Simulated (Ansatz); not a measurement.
Calculation for Sn$_{2}$Ir: DFT, LDA, PAW with Ansatz's default frozen-core files, scalar-relativistic (Ansatz 0.2.0). This run: atoms relaxed at 1 of the base cell's volume.

The base volume is that of a database entry, so it needn't be at zero pressure; the structure needn't be the stable phase, at rest or compressed.

Command: `ansatz run input.yaml --threads 1 --pin off --max-ram 3072MiB --backend cpu --events-out ev --progress --plain --runs-dir out` It took 3.4 s on 1 thread of Arm Neoverse V2 (shared host), peak memory 0.36 GiB.

```yaml
crystal:
  lattice:
    - [0.0, 3.1835248659, 3.1835248659]
    - [3.1835248659, 0.0, 3.1835248659]
    - [3.1835248659, 3.1835248659, 0.0]
  atoms:
    - { symbol: Sn, position: [0.75, 0.75, 0.75] }
    - { symbol: Sn, position: [0.25, 0.25, 0.25] }
    - { symbol: Ir, position: [0.0, 0.0, 0.0] }
kpoints:
  mp_grid: { grid: [10, 10, 10] }
scf:
  occupations: { method: fermi_dirac, width: 0.05 }
hamiltonian:
  xc: lda
  pseudopotentials: { kind: paw }
output:
  forces: true
  stress: true
relax:
  f_tol: 0.01
  max_steps: 30
```

Output:

```
Warning: output.stress: scf.convergence.dr2_threshold = 1e-7 eV (the SCF's general default) is looser than the 3e-10 eV advised for a printed stress (1e-10 eV for each atom of the cell: 3). What an SCF threshold leaves in a stress goes as its square root, and in the free energy as the threshold itself, and one threshold admits the most on a small cell: of the crystals measured, under no hybrid functional and no lock of the moments, on runs that ended without the residual-converged pass, on stresses that held no estimate of that error, the worst erred by over 100 MPa in a component at 1e-7 eV an atom and by under 5 at 1e-10. Every solve of this run answers to scf.convergence.dr2_threshold, and the tensor of one is reported: a single SCF on the reported geometry and on this run's grids (its basis.xc_grid and basis.ecutrho_ratio typed), with scf.convergence.dr2_threshold at 3e-10 eV or tighter, prints it and tightens no other solve. Else set scf.convergence.dr2_threshold to 3e-10 eV or tighter. The threshold is an SCF's pass mark: one that does not reach it within its budget of iterations ends unconverged, or closes short of it on a stop that the run arms, and scf.convergence.dr2_threshold's page says what that costs each kind of run
Engine: ansatz 0.2.0
Pseudopotentials: kind: paw
Pseudopotential: Sn, paw, valence charge 14, recommended cutoff 420 eV (normal), Sn.paw.azcp
Pseudopotential: Ir, paw, valence charge 17, recommended cutoff 420 eV (normal), Ir.paw.azcp
Functional definition: SPW92
  exchange = slater_x
  correlation = pw_c
Crystal: 3 atoms, lattice volume = 64.529 Å³
Basis set: ecut = 420 eV, 1243 PW (Γ)
Bands: 27, of which v1, the nominal top of the filled ones, is band 23 counted from 1 (22 counted from 0)
Symmetry: 48 space group operations
Space group: Fm-3m (ITA 225), of the structure as read, at distance tolerance 4.0e-5 Å
k-points: 47 of 1000
Non-local potential: Sn, projectors of the file, l = 0: 2, l = 1: 2, l = 2: 2, l = 3: 2
Non-local potential: Ir, projectors of the file, l = 0: 3, l = 1: 2, l = 2: 2, l = 3: 1
PAW form: soft (Blöchl's): semilocal exchange-correlation on the pseudo side does not see the compensation charge
PAW frozen core: Sn, regenerated for the run's functional, and the local potential with it (the file was generated under x = pbe(κ = 0.804, μ = 0.2195149727645171), c = pbe(β = 0.06672455060314922))
PAW frozen core: Ir, regenerated for the run's functional, and the local potential with it (the file was generated under x = pbe(κ = 0.804, μ = 0.2195149727645171), c = pbe(β = 0.06672455060314922))
PAW one-centre angular grid: Sn, 590 points (default); XC on 64 Gauss nodes
PAW one-centre angular grid: Ir, 590 points (default); XC on 64 Gauss nodes
Initial density: superposition of atomic densities (neutral atoms: chi_scale 0, normalization atom), corrected by the library's trained network
Initial wavefunctions: pseudopotential atomic-orbital guess
Functional: x = slater, c = lda
SCF iter   1: F=—  HF=-23423.338773 eV  |F-HF|=—  |Δ(HF+E_count)|=         —  Δρ=8.23e-3  dr2=1.94e-2  ethr=1.77e-3  ⟨swp⟩=6.2  Hψ=5475  notcnv=0
preconditioner: auto → LDOS  [metal: Δε(μ)=0.034 eV  Ē_g=16.804 eV  σ=0.050 eV  W_gap=0.17  n_scr=14 (ndim 8)  ℏωp=28.1 eV  f_vac=0.037  D(μ)=1.49/eV (n_scr^D=14)  β→1.0]
SCF iter   2: F=—  HF=-23423.336061 eV  |F-HF|=—  |Δ(HF+E_count)|=   2.71e-3  Δρ=3.44e-3  dr2=6.81e-3  ethr=4.31e-5  ⟨swp⟩=2.0  Hψ=2720  notcnv=0  defer=6
SCF iter   3: F=—  HF=-23423.332815 eV  |F-HF|=—  |Δ(HF+E_count)|=   3.25e-3  Δρ=7.32e-4  dr2=2.54e-4  ethr=1.51e-5  ⟨swp⟩=2.0  Hψ=2338  notcnv=0  defer=6
SCF iter   4: F=—  HF=-23423.332751 eV  |F-HF|=—  |Δ(HF+E_count)|=   6.40e-5  Δρ=1.30e-4  dr2=5.29e-6  ethr=5.64e-7  ⟨swp⟩=2.0  Hψ=2131  notcnv=0  defer=6
SCF iter   5: F=—  HF=-23423.332746 eV  |F-HF|=—  |Δ(HF+E_count)|=   5.13e-6  Δρ=3.07e-5  dr2=5.47e-7  ethr=1.18e-8  ⟨swp⟩=2.0  Hψ=2301  notcnv=0  defer=6
SCF iter   6: F=-23423.332746 eV  HF=-23423.332746 eV  |F-HF|=2.14e-9  |Δ(HF+E_count)|=   8.55e-8  Δρ=4.41e-6  dr2=7.26e-9  ethr=2.22e-10  ⟨swp⟩=5.0  Hψ=4199  notcnv=0
SCF 1 converged in 6 iterations: F = -23423.332746 eV  dr2 = 7.26e-9
  greatest PAW one-centre occupation: 1.000 electrons in one spin orbital (limit 2), on the Ir atom at site 2 (counted from 0), in its partial waves of l = 0
relax step   1: F+E_penalty+E_count = -23423.33274586 eV  Δ(F+E_penalty+E_count) = +0.000e0 eV  max|allowed force component| = 2.313e-17 eV/Å  Δτ_max = 0.0000 Å  (6 SCF iters, accepted)
SCF converged after 6 iterations
Free energy (F): -23423.332746 eV
Harris-Foulkes:  -23423.332746 eV  (|F-HF|=2.14e-9)
Internal energy: -23423.321026 eV  (E = F + TS)
E sigma→0 (E₀):  -23423.326886 eV
Entropy (-TS):   -0.011720 eV (-3.907 meV/atom)
Fermi energy:    14.191687 eV
--- Per-component energies (eV) ---
  E_band       = -326.096486
  E_kinetic    = 1004.555430
  E_local      = -3308.292267  (includes V_loc(G=0)·N_el)
  E_nonlocal   = 26.296236
  E_hartree    = 1703.602978
  E_xc         = -1024.671030
  E_vxc        = -497.883976  (∫ρ·V_xc dr)
  E_paw        = -16949.060979  (= ΣΔE_a)
  E_vpaw       = -957.973310  (= ΣTr[D̂ρ^β])
  E_aug_tail   = 0.000034  (compensation charges beyond the density's cutoff)
  E_ewald      = -4877.012828
  E_core_change = 1.261399  (= ΣΔE_core)
  E_smearing   = -0.011720  (= −TS)
  E_closure    = 0.000000  (closes the sum)
  Σ components = -23423.332746   (vs F -23423.332746, Δ=0.00e0)
--- Forces (eV/Å), atoms counted from 1 ---
  atom   1  Sn    -0.00000000    -0.00000000    -0.00000000
  atom   2  Sn     0.00000000     0.00000000     0.00000000
  atom   3  Ir    -0.00000000     0.00000000     0.00000000
  max |Σ_I F_I| component: 1.85e-17 eV/Å
--- Stress (GPa, compression-positive) ---
       -3.788629      -0.000000       0.000000
       -0.000000      -3.788629      -0.000000
       -0.000000      -0.000000      -3.788629
  P = ⅓ Tr σ = -3.7886 GPa (-37.886 kbar)
--- Relaxed structure (1 steps of the walk, 1 accepted, 0 SCFs on fresh bases) ---
  F+E_penalty+E_count = -23423.33274586 eV   max|allowed force component| = 2.313e-17 eV/Å
  atoms:
    - { symbol: Sn, position: [0.7499999999999999, 0.7499999999999999, 0.7499999999999999] }
    - { symbol: Sn, position: [0.25, 0.25, 0.25] }
    - { symbol: Ir, position: [0.0, 0.0, 0.0] }
```

Next run (the series' base cell), as changes to the input before:

```diff
   mp_grid: { grid: [10, 10, 10] }
+  band_path:
+    path:
+      - [0.0, 0.0, 0.0]
+      - [0.5, 0.0, 0.5]
+      - [0.625, 0.25, 0.625]
+      - [0.375, 0.375, 0.75]
+      - [0.0, 0.0, 0.0]
+      - [0.5, 0.5, 0.5]
+      - [0.5, 0.25, 0.75]
+      - [0.5, 0.0, 0.5]
+    npoints: 6
 scf:
   stress: true
-relax:
-  f_tol: 0.01
-  max_steps: 30
+  eigenvalues: true
+  populations: true
```

Results part of the output:

```
SCF 1 converged in 6 iterations: F = -23423.332746 eV  dr2 = 7.26e-9
  greatest PAW one-centre occupation: 1.000 electrons in one spin orbital (limit 2), on the Ir atom at site 2 (counted from 0), in its partial waves of l = 0
NSCF: frozen V_eff on 43 k-points
SCF converged after 6 iterations
Free energy (F): -23423.332746 eV
Harris-Foulkes:  -23423.332746 eV  (|F-HF|=2.14e-9)
Internal energy: -23423.321026 eV  (E = F + TS)
E sigma→0 (E₀):  -23423.326886 eV
Entropy (-TS):   -0.011720 eV (-3.907 meV/atom)
Fermi energy:    14.191687 eV
--- Per-component energies (eV) ---
  E_band       = -326.096486
  E_kinetic    = 1004.555430
  E_local      = -3308.292266  (includes V_loc(G=0)·N_el)
  E_nonlocal   = 26.296236
  E_hartree    = 1703.602977
  E_xc         = -1024.671030
  E_vxc        = -497.883976  (∫ρ·V_xc dr)
  E_paw        = -16949.060979  (= ΣΔE_a)
  E_vpaw       = -957.973310  (= ΣTr[D̂ρ^β])
  E_aug_tail   = 0.000034  (compensation charges beyond the density's cutoff)
  E_ewald      = -4877.012828
  E_core_change = 1.261399  (= ΣΔE_core)
  E_smearing   = -0.011720  (= −TS)
  E_closure    = 0.000000  (closes the sum)
  Σ components = -23423.332746   (vs F -23423.332746, Δ=0.00e0)
--- Forces (eV/Å), atoms counted from 1 ---
  atom   1  Sn    -0.00000000    -0.00000000    -0.00000000
  atom   2  Sn    -0.00000000    -0.00000000     0.00000000
  atom   3  Ir    -0.00000000    -0.00000000    -0.00000000
  max |Σ_I F_I| component: 3.70e-17 eV/Å
--- Stress (GPa, compression-positive) ---
       -3.788629       0.000000      -0.000000
        0.000000      -3.788629      -0.000000
        0.000000       0.000000      -3.788629
  P = ⅓ Tr σ = -3.7886 GPa (-37.886 kbar)
--- Band table (eV; the first three rows and the last of 47) ---
  k-point 0: bands = ["-77.3759", "-34.2312", "-34.2312", "-34.2312", "-7.2144", "-7.2144", "-7.0987", "-7.0987", "-7.0987", "-6.9440", "-6.9440", "-6.9440", "-6.8142", "-6.8142", "2.7071", "9.8723", "9.8723", "9.8723", "11.7447", "12.1245", "12.1245", "17.7568", "17.7568", "17.7568", "18.0654", "18.0654", "18.0654"]
  k-point 1: bands = ["-77.3759", "-34.2313", "-34.2312", "-34.2312", "-7.2048", "-7.2048", "-7.0979", "-7.0948", "-7.0948", "-6.9476", "-6.9476", "-6.9461", "-6.8244", "-6.8244", "2.8295", "9.3409", "9.9351", "9.9351", "12.0776", "12.0776", "12.3395", "16.0881", "17.0683", "17.0683", "18.0801", "18.2655", "18.2655"]
  k-point 2: bands = ["-77.3759", "-34.2316", "-34.2312", "-34.2312", "-7.1768", "-7.1768", "-7.0934", "-7.0835", "-7.0835", "-6.9579", "-6.9579", "-6.9542", "-6.8537", "-6.8537", "3.1907", "8.4396", "10.1017", "10.1017", "11.9843", "11.9843", "13.2293", "14.4358", "16.1405", "16.1405", "17.5251", "18.3049", "18.3049"]
  k-point 46: bands = ["-77.3759", "-34.2322", "-34.2318", "-34.2314", "-7.1411", "-7.1079", "-7.0969", "-7.0530", "-7.0175", "-7.0145", "-6.9926", "-6.9600", "-6.9336", "-6.8861", "6.2898", "6.6631", "8.4483", "9.6087", "11.6804", "11.7668", "11.7689", "12.2412", "13.3528", "16.7234", "18.3906", "18.9958", "20.8445"]
--- Löwdin populations: 3 sites ---
  site symbol       q [e]
     0     Sn     13.9117
     1     Sn     13.9117
     2     Ir     16.9588
  spilling = 0.004839 (of n_electrons = 45.000000)
```

Next run (atoms relaxed at 0.85 of the base cell's volume), as changes to the input before:

```diff
   lattice:
-    - [0.0, 3.1835248659, 3.1835248659]
-    - [3.1835248659, 0.0, 3.1835248659]
-    - [3.1835248659, 3.1835248659, 0.0]
+    - [0.0, 3.0156519878, 3.0156519878]
+    - [3.0156519878, 0.0, 3.0156519878]
+    - [3.0156519878, 3.0156519878, 0.0]
   atoms:
   mp_grid: { grid: [10, 10, 10] }
-  band_path:
-    path:
-      - [0.0, 0.0, 0.0]
-      - [0.5, 0.0, 0.5]
-      - [0.625, 0.25, 0.625]
-      - [0.375, 0.375, 0.75]
-      - [0.0, 0.0, 0.0]
-      - [0.5, 0.5, 0.5]
-      - [0.5, 0.25, 0.75]
-      - [0.5, 0.0, 0.5]
-    npoints: 6
 scf:
   stress: true
-  eigenvalues: true
-  populations: true
+  write_density: true
+  write_potential: true
+  elf: true
+  volumetric_format: npy
+relax:
+  f_tol: 0.01
+  max_steps: 30
```

Command: `ansatz run input.yaml --threads 1 --pin off --max-ram 3072MiB --backend cpu --events-out ev --progress --plain --runs-dir out` It took 4.3 s on 1 thread of Arm Neoverse V2 (shared host), peak memory 0.36 GiB.

Results part of the output:

```
Warning: output.stress: scf.convergence.dr2_threshold = 1e-7 eV (the SCF's general default) is looser than the 3e-10 eV advised for a printed stress (1e-10 eV for each atom of the cell: 3). What an SCF threshold leaves in a stress goes as its square root, and in the free energy as the threshold itself, and one threshold admits the most on a small cell: of the crystals measured, under no hybrid fun
NSCF: frozen V_eff on 47 k-points
the band table was solved once a step of the walk had ended and its energy, with any forces and stress, was formed, with the checks that follow a solve (5917 applications of the Hamiltonian). They found nothing against the state; the energy, forces and stress were not computed again (output.eigenvalues in the input reference)
SCF converged after 6 iterations
Free energy (F): -23422.822076 eV
Harris-Foulkes:  -23422.822076 eV  (|F-HF|=6.64e-8)
Internal energy: -23422.813522 eV  (E = F + TS)
E sigma→0 (E₀):  -23422.817799 eV
Entropy (-TS):   -0.008554 eV (-2.851 meV/atom)
Fermi energy:    17.628938 eV
--- Per-component energies (eV) ---
  E_band       = -192.101504
  E_kinetic    = 1018.584105
  E_local      = -2908.393721  (includes V_loc(G=0)·N_el)
  E_nonlocal   = 27.839812
  E_hartree    = 1568.712529
  E_xc         = -1030.083872
  E_vxc        = -504.965375  (∫ρ·V_xc dr)
  E_paw        = -16952.231383  (= ΣΔE_a)
  E_vpaw       = -962.584757  (= ΣTr[D̂ρ^β])
  E_aug_tail   = 0.000047  (compensation charges beyond the density's cutoff)
  E_ewald      = -5148.502437
  E_core_change = 1.261399  (= ΣΔE_core)
  E_smearing   = -0.008554  (= −TS)
  E_closure    = -0.000000  (closes the sum)
  Σ components = -23422.822076   (vs F -23422.822076, Δ=0.00e0)
--- Forces (eV/Å), atoms counted from 1 ---
  atom   1  Sn     0.00000000    -0.00000000    -0.00000000
  atom   2  Sn     0.00000000    -0.00000000     0.00000000
  atom   3  Ir     0.00000000    -0.00000000     0.00000000
  max |Σ_I F_I| component: 1.02e-16 eV/Å
--- Stress (GPa, compression-positive) ---
       25.111511      -0.000000       0.000000
       -0.000000      25.111511      -0.000000
       -0.000000       0.000000      25.111511
  P = ⅓ Tr σ = 25.1115 GPa (251.115 kbar)
--- Band table (eV; the first three rows and the last of 47) ---
  k-point 0: bands = ["-74.2655", "-31.2039", "-31.2039", "-31.2039", "-4.1865", "-4.1865", "-3.9926", "-3.9926", "-3.9926", "-3.7404", "-3.7404", "-3.7404", "-3.5264", "-3.5264", "4.6580", "12.2829", "12.2829", "12.2829", "14.9370", "14.9370", "15.9911", "21.6797", "21.6797", "21.6797", "22.1629", "22.1629", "22.1629"]
  k-point 1: bands = ["-74.2655", "-31.2041", "-31.2039", "-31.2039", "-4.1707", "-4.1707", "-3.9935", "-3.9866", "-3.9866", "-3.7463", "-3.7463", "-3.7427", "-3.5436", "-3.5436", "4.8011", "11.8784", "12.3602", "12.3602", "14.8742", "14.8742", "16.4674", "19.8204", "20.9200", "20.9200", "21.6751", "22.0460", "22.0460"]
  k-point 2: bands = ["-74.2655", "-31.2049", "-31.2039", "-31.2039", "-4.1249", "-4.1249", "-3.9906", "-3.9689", "-3.9689", "-3.7633", "-3.7633", "-3.7544", "-3.5928", "-3.5928", "5.2225", "11.0396", "12.5637", "12.5637", "14.7492", "14.7492", "17.0596", "18.1387", "19.8223", "19.8223", "21.2053", "22.1629", "22.1629"]
  k-point 46: bands = ["-74.2654", "-31.2063", "-31.2053", "-31.2042", "-4.0634", "-4.0137", "-4.0020", "-3.9220", "-3.8638", "-3.8549", "-3.8258", "-3.7645", "-3.7295", "-3.6481", "8.9855", "9.3408", "10.8536", "11.9969", "14.4972", "14.5833", "14.5953", "15.0564", "16.4679", "20.8855", "22.6230", "22.7759", "24.7539"]
--- Relaxed structure (1 steps of the walk, 1 accepted, 0 SCFs on fresh bases) ---
  F+E_penalty+E_count = -23422.82207630 eV   max|allowed force component| = 3.392e-17 eV/Å
  atoms:
    - { symbol: Sn, position: [0.7500000000000001, 0.7500000000000001, 0.7500000000000001] }
    - { symbol: Sn, position: [0.25, 0.25, 0.25] }
    - { symbol: Ir, position: [0.0, 0.0, 0.0] }
```

Next run (volume at 0.85 of the series' base cell), as changes to the input before:

```diff
   mp_grid: { grid: [10, 10, 10] }
+  band_path:
+    path:
+      - [0.0, 0.0, 0.0]
+      - [0.5, 0.0, 0.5]
+      - [0.625, 0.25, 0.625]
+      - [0.375, 0.375, 0.75]
+      - [0.0, 0.0, 0.0]
+      - [0.5, 0.5, 0.5]
+      - [0.5, 0.25, 0.75]
+      - [0.5, 0.0, 0.5]
+    npoints: 6
 scf:
   stress: true
-  write_density: true
-  write_potential: true
-  elf: true
-  volumetric_format: npy
-relax:
-  f_tol: 0.01
-  max_steps: 30
+  eigenvalues: true
+  populations: true
```

Command: `ansatz run input.yaml --threads 1 --pin off --max-ram 3072MiB --backend cpu --events-out ev --progress --plain --runs-dir out` It took 4.7 s on 1 thread of Arm Neoverse V2 (shared host), peak memory 0.35 GiB.

Results part of the output:

```
SCF 1 converged in 6 iterations: F = -23422.822076 eV  dr2 = 8.10e-8
  greatest PAW one-centre occupation: 1.000 electrons in one spin orbital (limit 2), on the Ir atom at site 2 (counted from 0), in its partial waves of l = 0
NSCF: frozen V_eff on 43 k-points
SCF converged after 6 iterations
Free energy (F): -23422.822076 eV
Harris-Foulkes:  -23422.822076 eV  (|F-HF|=6.65e-8)
Internal energy: -23422.813522 eV  (E = F + TS)
E sigma→0 (E₀):  -23422.817799 eV
Entropy (-TS):   -0.008554 eV (-2.851 meV/atom)
Fermi energy:    17.628938 eV
--- Per-component energies (eV) ---
  E_band       = -192.101502
  E_kinetic    = 1018.584099
  E_local      = -2908.393694  (includes V_loc(G=0)·N_el)
  E_nonlocal   = 27.839806
  E_hartree    = 1568.712510
  E_xc         = -1030.083872
  E_vxc        = -504.965375  (∫ρ·V_xc dr)
  E_paw        = -16952.231379  (= ΣΔE_a)
  E_vpaw       = -962.584755  (= ΣTr[D̂ρ^β])
  E_aug_tail   = 0.000047  (compensation charges beyond the density's cutoff)
  E_ewald      = -5148.502437
  E_core_change = 1.261399  (= ΣΔE_core)
  E_smearing   = -0.008554  (= −TS)
  E_closure    = 0.000000  (closes the sum)
  Σ components = -23422.822076   (vs F -23422.822076, Δ=0.00e0)
--- Forces (eV/Å), atoms counted from 1 ---
  atom   1  Sn    -0.00000000    -0.00000000    -0.00000000
  atom   2  Sn    -0.00000000    -0.00000000     0.00000000
  atom   3  Ir    -0.00000000     0.00000000    -0.00000000
  max |Σ_I F_I| component: 8.33e-17 eV/Å
--- Stress (GPa, compression-positive) ---
       25.111505      -0.000000      -0.000000
       -0.000000      25.111505       0.000000
       -0.000000      -0.000000      25.111505
  P = ⅓ Tr σ = 25.1115 GPa (251.115 kbar)
--- Band table (eV; the first three rows and the last of 47) ---
  k-point 0: bands = ["-74.2655", "-31.2039", "-31.2039", "-31.2039", "-4.1865", "-4.1865", "-3.9926", "-3.9926", "-3.9926", "-3.7404", "-3.7404", "-3.7404", "-3.5264", "-3.5264", "4.6580", "12.2829", "12.2829", "12.2829", "14.9370", "14.9370", "15.9911", "21.6797", "21.6797", "21.6797", "22.1629", "22.1629", "22.1629"]
  k-point 1: bands = ["-74.2655", "-31.2041", "-31.2039", "-31.2039", "-4.1707", "-4.1707", "-3.9935", "-3.9866", "-3.9866", "-3.7463", "-3.7463", "-3.7427", "-3.5436", "-3.5436", "4.8011", "11.8784", "12.3602", "12.3602", "14.8742", "14.8742", "16.4674", "19.8204", "20.9200", "20.9200", "21.6751", "22.0460", "22.0460"]
  k-point 2: bands = ["-74.2655", "-31.2049", "-31.2039", "-31.2039", "-4.1249", "-4.1249", "-3.9906", "-3.9689", "-3.9689", "-3.7633", "-3.7633", "-3.7544", "-3.5928", "-3.5928", "5.2225", "11.0396", "12.5637", "12.5637", "14.7492", "14.7492", "17.0596", "18.1387", "19.8223", "19.8223", "21.2053", "22.1629", "22.1629"]
  k-point 46: bands = ["-74.2654", "-31.2063", "-31.2053", "-31.2042", "-4.0634", "-4.0137", "-4.0020", "-3.9220", "-3.8638", "-3.8549", "-3.8258", "-3.7645", "-3.7295", "-3.6481", "8.9855", "9.3408", "10.8536", "11.9969", "14.4972", "14.5833", "14.5953", "15.0564", "16.4679", "20.8855", "22.6230", "22.7759", "24.7539"]
--- Löwdin populations: 3 sites ---
  site symbol       q [e]
     0     Sn     13.8883
     1     Sn     13.8883
     2     Ir     16.9909
  spilling = 0.005166 (of n_electrons = 45.000000)
```

Spin–orbit coupling is left out, which matters for the heavy atoms. The PAW files were made under PBE. The structure type is held throughout; the real material can change phase at far lower pressure.
